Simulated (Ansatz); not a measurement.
Y2Co3Ge5:
```xyz
20
Lattice="5.5423 5.8301 0.0000 -5.5423 5.8301 0.0000 -2.8802 0.0000 4.9805" Properties=species:S:1:pos:R:3 pbc="T T T"
Y     -4.8097     4.2385     3.8194
Y      1.9295     7.4218     1.1611
Y      0.4894     4.2385     3.6513
Y     -3.3696     7.4218     1.3292
Co    -0.6202     7.4505     3.0612
Co    -2.2600     4.2097     1.9193
Co    -3.7000     7.4505     4.4095
Co     0.8199     4.2097     0.5710
Co    -2.1601    11.6200     3.7354
Co    -0.7200     0.0403     1.2451
Ge     1.3250     6.9324     4.1446
Ge    -4.2051     4.7279     0.8360
Ge    -5.6452     6.9324     3.3262
Ge     2.7650     4.7279     1.6543
Ge    -2.1601     9.0578     3.7354
Ge    -0.7200     2.6025     1.2451
Ge    -2.1601     5.7705     3.7354
Ge    -0.7200     5.8897     1.2451
Ge    -2.1601     2.6997     3.7354
Ge    -0.7200     8.9606     1.2451
```
The run is spin-polarised; directions of the spins, atom by atom: 0 0 0 0 0 0 0 0 ↑ ↑ 0 0 0 0 0 0 0 0 0 0.

Relaxed with r²SCAN. Special points in fractions of this cell's reciprocal vectors: Γ (0.000, 0.000, 0.000); A (0.000, 0.000, 0.500); I2 (0.263, 0.263, 0.500); I (-0.263, 0.737, 0.500); M2 (-0.500, 0.500, 0.500); Y (0.500, 0.500, 0.000); L2 (0.000, 0.500, 0.500); V2 (0.000, 0.500, 0.000).

### Question
List the band energies nearest the Fermi level at these points for r²SCAN in the plane-wave PAW code Ansatz.

### Answer
In eV from the Fermi level; about four levels below and three above (degenerate sets whole), none deeper than 8.9 eV; points with the same levels are listed once.

```
k                             below                above
----  -----------------------------  -------------------
Γ ↑         -0.80 -0.43 -0.41 -0.33       0.27 0.34 0.41
A ↑         -0.58 -0.58 -0.08 -0.08  0.89 0.89 1.09 1.09
I2 ↑        -0.26 -0.26 -0.02 -0.02  0.27 0.27 0.83 0.83
M2 ↑        -0.82 -0.82 -0.66 -0.66  0.02 0.02 0.81 0.81
Y ↑   -0.79 -0.79 -0.62 -0.49 -0.49       0.33 1.55 1.59
L2 ↑        -0.51 -0.22 -0.15 -0.13       0.17 0.66 0.80
V2 ↑        -0.79 -0.71 -0.44 -0.08       0.14 0.43 0.93
Γ ↓         -0.69 -0.36 -0.30 -0.02       0.36 0.45 0.53
A ↓         -0.42 -0.42 -0.30 -0.30  0.29 0.29 1.05 1.05
I2 ↓        -0.42 -0.42 -0.02 -0.02  0.26 0.26 0.59 0.59
M2 ↓        -0.33 -0.33 -0.13 -0.13  0.22 0.22 0.94 0.94
Y ↓         -0.58 -0.52 -0.36 -0.20       0.41 0.64 1.23
L2 ↓        -0.41 -0.38 -0.30 -0.27       0.10 0.16 0.51
V2 ↓        -0.68 -0.63 -0.28 -0.24       0.04 0.27 0.69
```

Space group C2/c. The first step of the workflow began from a Materials Project structure, measured or hypothetical; the Crystallography Open Database copy checked does not list it. Its standing as an ambient phase is unchecked. The r²SCAN relaxation kept the symmetry of its start; its stability against distortions is not shown here. Spin order of the final state: ferromagnetic, the only order run, not a proven ground state. Other orbital occupations within this spin state were not tried. Scalar-relativistic: spin–orbit coupling is off unless named, which matters more the heavier the elements.

Potentials: the later of the program's two PAW sets.
